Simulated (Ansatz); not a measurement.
**Ga: levels along high-symmetry lines**

```xyz
2
Lattice="1.4500 -4.0650 0.0000 1.4500 4.0650 0.0000 0.0000 0.0000 3.1700" Properties=species:S:1:pos:R:3 pbc="T T T"
Ga    1.4500   -2.9837    0.7925
Ga    1.4500    2.9837    2.3775
```

Atoms are numbered in the order listed.

The geometry is COD entry 9012485, unchecked; take it as a test cell.

Computed with Ansatz 0.2.0, DFT, LDA, all-electron LAPW, scalar-relativistic.

Settings: a Γ-centred 12×12×10 k mesh, Fermi–Dirac smearing of 0.08 eV, basis error target 1 meV/atom, no spin polarisation.

Points in fractions of the reciprocal vectors of this cell: Γ (0, 0, 0), Y (-0.5, 0.5, 0), C0 (-0.282, 0.718, 0), Σ0 (0.282, 0.282, 0), Z (0, 0, 0.5), A0 (0.282, 0.282, 0.5), E0 (-0.282, 0.718, 0.5), T (-0.5, 0.5, 0.5). The path joins them by straight lines in the order Γ–Y–C0–Σ0–Γ–Z–A0–E0–T; legs that retrace an earlier one aren't tabulated. Energies are in eV from the Fermi level.

Metal or insulator at this level of theory?

No gap opens: metallic or semimetallic.

Tabulate bands 18 to 24, counted from the lowest band of the run, along the path.


```json
{"k (1/Å)": "0.00", "point": "Γ", "band 18": "-14.71", "band 19": "-11.25", "band 20": "-2.25", "band 21": "-1.68", "band 22": "2.85", "band 23": "6.66", "band 24": "7.75"}
{"k (1/Å)": "0.11", "point": "", "band 18": "-14.72", "band 19": "-11.21", "band 20": "-3.25", "band 21": "-0.61", "band 22": "2.90", "band 23": "6.71", "band 24": "7.44"}
{"k (1/Å)": "0.22", "point": "", "band 18": "-14.74", "band 19": "-11.07", "band 20": "-4.40", "band 21": "0.75", "band 22": "3.07", "band 23": "6.87", "band 24": "6.96"}
{"k (1/Å)": "0.33", "point": "", "band 18": "-14.77", "band 19": "-10.84", "band 20": "-5.47", "band 21": "2.17", "band 22": "3.33", "band 23": "6.53", "band 24": "7.16"}
{"k (1/Å)": "0.44", "point": "", "band 18": "-14.81", "band 19": "-10.51", "band 20": "-6.46", "band 21": "3.59", "band 22": "3.70", "band 23": "6.18", "band 24": "7.60"}
{"k (1/Å)": "0.55", "point": "", "band 18": "-14.79", "band 19": "-10.10", "band 20": "-7.35", "band 21": "4.16", "band 22": "4.93", "band 23": "5.93", "band 24": "7.07"}
{"k (1/Å)": "0.66", "point": "", "band 18": "-14.78", "band 19": "-9.61", "band 20": "-8.13", "band 21": "4.69", "band 22": "5.78", "band 23": "6.10", "band 24": "6.28"}
{"k (1/Å)": "0.77", "point": "Y", "band 18": "-14.78", "band 19": "-9.23", "band 20": "-8.60", "band 21": "5.08", "band 22": "5.73", "band 23": "5.80", "band 24": "7.00"}
{"k (1/Å)": "0.91", "point": "", "band 18": "-14.79", "band 19": "-9.16", "band 20": "-8.53", "band 21": "4.75", "band 22": "5.16", "band 23": "5.86", "band 24": "7.04"}
{"k (1/Å)": "1.04", "point": "", "band 18": "-14.81", "band 19": "-8.94", "band 20": "-8.33", "band 21": "3.01", "band 22": "5.38", "band 23": "6.03", "band 24": "7.13"}
{"k (1/Å)": "1.18", "point": "", "band 18": "-14.82", "band 19": "-8.58", "band 20": "-8.00", "band 21": "1.22", "band 22": "5.74", "band 23": "6.29", "band 24": "7.19"}
{"k (1/Å)": "1.31", "point": "", "band 18": "-14.81", "band 19": "-8.07", "band 20": "-7.55", "band 21": "-0.47", "band 22": "6.24", "band 23": "6.62", "band 24": "7.01"}
{"k (1/Å)": "1.45", "point": "", "band 18": "-14.80", "band 19": "-7.41", "band 20": "-7.00", "band 21": "-2.01", "band 22": "6.29", "band 23": "6.45", "band 24": "6.87"}
{"k (1/Å)": "1.58", "point": "", "band 18": "-14.78", "band 19": "-6.62", "band 20": "-6.45", "band 21": "-3.30", "band 22": "5.05", "band 23": "5.22", "band 24": "7.14"}
{"k (1/Å)": "1.72", "point": "C0", "band 18": "-14.76", "band 19": "-6.28", "band 20": "-5.68", "band 21": "-3.96", "band 22": "3.77", "band 23": "4.10", "band 24": "7.05"}
{"k (1/Å)": "1.84", "point": "", "band 18": "-14.76", "band 19": "-6.47", "band 20": "-5.40", "band 21": "-3.70", "band 22": "2.42", "band 23": "4.81", "band 24": "6.90"}
{"k (1/Å)": "1.95", "point": "", "band 18": "-14.77", "band 19": "-6.65", "band 20": "-5.37", "band 21": "-2.92", "band 22": "1.01", "band 23": "5.65", "band 24": "6.73"}
{"k (1/Å)": "2.07", "point": "", "band 18": "-14.77", "band 19": "-6.75", "band 20": "-5.41", "band 21": "-1.99", "band 22": "-0.20", "band 23": "6.30", "band 24": "6.64"}
{"k (1/Å)": "2.19", "point": "", "band 18": "-14.77", "band 19": "-6.75", "band 20": "-5.41", "band 21": "-1.99", "band 22": "-0.20", "band 23": "6.30", "band 24": "6.64"}
{"k (1/Å)": "2.30", "point": "", "band 18": "-14.77", "band 19": "-6.65", "band 20": "-5.37", "band 21": "-2.92", "band 22": "1.01", "band 23": "5.65", "band 24": "6.73"}
{"k (1/Å)": "2.42", "point": "", "band 18": "-14.76", "band 19": "-6.47", "band 20": "-5.40", "band 21": "-3.70", "band 22": "2.42", "band 23": "4.81", "band 24": "6.90"}
{"k (1/Å)": "2.54", "point": "Σ0", "band 18": "-14.76", "band 19": "-6.28", "band 20": "-5.68", "band 21": "-3.96", "band 22": "3.77", "band 23": "4.10", "band 24": "7.05"}
{"k (1/Å)": "2.71", "point": "", "band 18": "-14.76", "band 19": "-7.16", "band 20": "-4.26", "band 21": "-3.33", "band 22": "2.32", "band 23": "2.76", "band 24": "6.45"}
{"k (1/Å)": "2.89", "point": "", "band 18": "-14.74", "band 19": "-8.34", "band 20": "-2.63", "band 21": "-2.12", "band 22": "1.14", "band 23": "1.74", "band 24": "5.56"}
{"k (1/Å)": "3.06", "point": "", "band 18": "-14.73", "band 19": "-9.37", "band 20": "-1.25", "band 21": "-0.99", "band 22": "0.40", "band 23": "1.59", "band 24": "4.67"}
{"k (1/Å)": "3.24", "point": "", "band 18": "-14.72", "band 19": "-10.19", "band 20": "-1.39", "band 21": "-0.85", "band 22": "1.61", "band 23": "2.90", "band 24": "3.91"}
{"k (1/Å)": "3.41", "point": "", "band 18": "-14.72", "band 19": "-10.78", "band 20": "-1.82", "band 21": "-1.29", "band 22": "3.33", "band 23": "3.80", "band 24": "4.92"}
{"k (1/Å)": "3.59", "point": "", "band 18": "-14.71", "band 19": "-11.14", "band 20": "-2.14", "band 21": "-1.58", "band 22": "2.97", "band 23": "6.14", "band 24": "6.76"}
{"k (1/Å)": "3.76", "point": "Γ", "band 18": "-14.71", "band 19": "-11.25", "band 20": "-2.25", "band 21": "-1.68", "band 22": "2.85", "band 23": "6.66", "band 24": "7.75"}
{"k (1/Å)": "3.90", "point": "", "band 18": "-14.72", "band 19": "-11.18", "band 20": "-2.16", "band 21": "-1.69", "band 22": "2.06", "band 23": "7.65", "band 24": "7.82"}
{"k (1/Å)": "4.04", "point": "", "band 18": "-14.74", "band 19": "-10.94", "band 20": "-1.89", "band 21": "-1.82", "band 22": "0.81", "band 23": "8.04", "band 24": "8.94"}
{"k (1/Å)": "4.18", "point": "", "band 18": "-14.78", "band 19": "-10.56", "band 20": "-2.49", "band 21": "-1.45", "band 22": "0.15", "band 23": "7.48", "band 24": "7.49"}
{"k (1/Å)": "4.33", "point": "", "band 18": "-14.81", "band 19": "-10.01", "band 20": "-3.70", "band 21": "-0.83", "band 22": "0.26", "band 23": "5.95", "band 24": "6.02"}
{"k (1/Å)": "4.47", "point": "", "band 18": "-14.80", "band 19": "-9.30", "band 20": "-5.02", "band 21": "-0.06", "band 22": "0.75", "band 23": "4.50", "band 24": "4.67"}
{"k (1/Å)": "4.61", "point": "", "band 18": "-14.80", "band 19": "-8.45", "band 20": "-6.29", "band 21": "0.86", "band 22": "1.45", "band 23": "3.18", "band 24": "3.46"}
{"k (1/Å)": "4.75", "point": "Z", "band 18": "-14.80", "band 19": "-7.44", "band 20": "-7.44", "band 21": "1.86", "band 22": "1.86", "band 23": "2.46", "band 24": "2.46"}
{"k (1/Å)": "4.93", "point": "", "band 18": "-14.80", "band 19": "-7.32", "band 20": "-7.32", "band 21": "1.97", "band 22": "1.97", "band 23": "2.55", "band 24": "2.55"}
{"k (1/Å)": "5.10", "point": "", "band 18": "-14.80", "band 19": "-6.97", "band 20": "-6.97", "band 21": "2.30", "band 22": "2.30", "band 23": "2.78", "band 24": "2.78"}
{"k (1/Å)": "5.27", "point": "", "band 18": "-14.79", "band 19": "-6.40", "band 20": "-6.40", "band 21": "2.73", "band 22": "2.73", "band 23": "3.13", "band 24": "3.13"}
{"k (1/Å)": "5.45", "point": "", "band 18": "-14.78", "band 19": "-5.60", "band 20": "-5.60", "band 21": "2.49", "band 22": "2.49", "band 23": "2.80", "band 24": "2.80"}
{"k (1/Å)": "5.62", "point": "", "band 18": "-14.76", "band 19": "-4.59", "band 20": "-4.59", "band 21": "0.71", "band 22": "0.71", "band 23": "2.07", "band 24": "2.07"}
{"k (1/Å)": "5.80", "point": "", "band 18": "-14.75", "band 19": "-3.45", "band 20": "-3.45", "band 21": "-0.86", "band 22": "-0.86", "band 23": "1.00", "band 24": "1.00"}
{"k (1/Å)": "5.97", "point": "A0", "band 18": "-14.77", "band 19": "-2.74", "band 20": "-2.74", "band 21": "-1.89", "band 22": "-1.89", "band 23": "0.26", "band 24": "0.26"}
{"k (1/Å)": "6.09", "point": "", "band 18": "-14.76", "band 19": "-2.85", "band 20": "-2.85", "band 21": "-1.73", "band 22": "-1.73", "band 23": "0.51", "band 24": "0.51"}
{"k (1/Å)": "6.21", "point": "", "band 18": "-14.76", "band 19": "-3.01", "band 20": "-3.01", "band 21": "-1.63", "band 22": "-1.63", "band 23": "1.09", "band 24": "1.09"}
{"k (1/Å)": "6.32", "point": "", "band 18": "-14.76", "band 19": "-3.11", "band 20": "-3.11", "band 21": "-1.61", "band 22": "-1.61", "band 23": "1.72", "band 24": "1.72"}
{"k (1/Å)": "6.44", "point": "", "band 18": "-14.76", "band 19": "-3.11", "band 20": "-3.11", "band 21": "-1.61", "band 22": "-1.61", "band 23": "1.72", "band 24": "1.72"}
{"k (1/Å)": "6.56", "point": "", "band 18": "-14.76", "band 19": "-3.01", "band 20": "-3.01", "band 21": "-1.63", "band 22": "-1.63", "band 23": "1.09", "band 24": "1.09"}
{"k (1/Å)": "6.68", "point": "", "band 18": "-14.76", "band 19": "-2.85", "band 20": "-2.85", "band 21": "-1.73", "band 22": "-1.73", "band 23": "0.51", "band 24": "0.51"}
{"k (1/Å)": "6.79", "point": "E0", "band 18": "-14.77", "band 19": "-2.74", "band 20": "-2.74", "band 21": "-1.89", "band 22": "-1.89", "band 23": "0.26", "band 24": "0.26"}
{"k (1/Å)": "6.93", "point": "", "band 18": "-14.79", "band 19": "-3.33", "band 20": "-3.33", "band 21": "-2.09", "band 22": "-2.09", "band 23": "0.64", "band 24": "0.64"}
{"k (1/Å)": "7.06", "point": "", "band 18": "-14.81", "band 19": "-4.03", "band 20": "-4.03", "band 21": "-2.57", "band 22": "-2.57", "band 23": "1.79", "band 24": "1.79"}
{"k (1/Å)": "7.20", "point": "", "band 18": "-14.82", "band 19": "-4.62", "band 20": "-4.62", "band 21": "-3.11", "band 22": "-3.11", "band 23": "3.28", "band 24": "3.28"}
{"k (1/Å)": "7.33", "point": "", "band 18": "-14.83", "band 19": "-5.07", "band 20": "-5.07", "band 21": "-3.57", "band 22": "-3.57", "band 23": "4.93", "band 24": "4.93"}
{"k (1/Å)": "7.47", "point": "", "band 18": "-14.84", "band 19": "-5.40", "band 20": "-5.40", "band 21": "-3.92", "band 22": "-3.92", "band 23": "6.69", "band 24": "6.69"}
{"k (1/Å)": "7.60", "point": "", "band 18": "-14.84", "band 19": "-5.59", "band 20": "-5.59", "band 21": "-4.13", "band 22": "-4.13", "band 23": "8.43", "band 24": "8.43"}
{"k (1/Å)": "7.74", "point": "T", "band 18": "-14.85", "band 19": "-5.65", "band 20": "-5.65", "band 21": "-4.21", "band 22": "-4.21", "band 23": "9.49", "band 24": "9.49"}
```
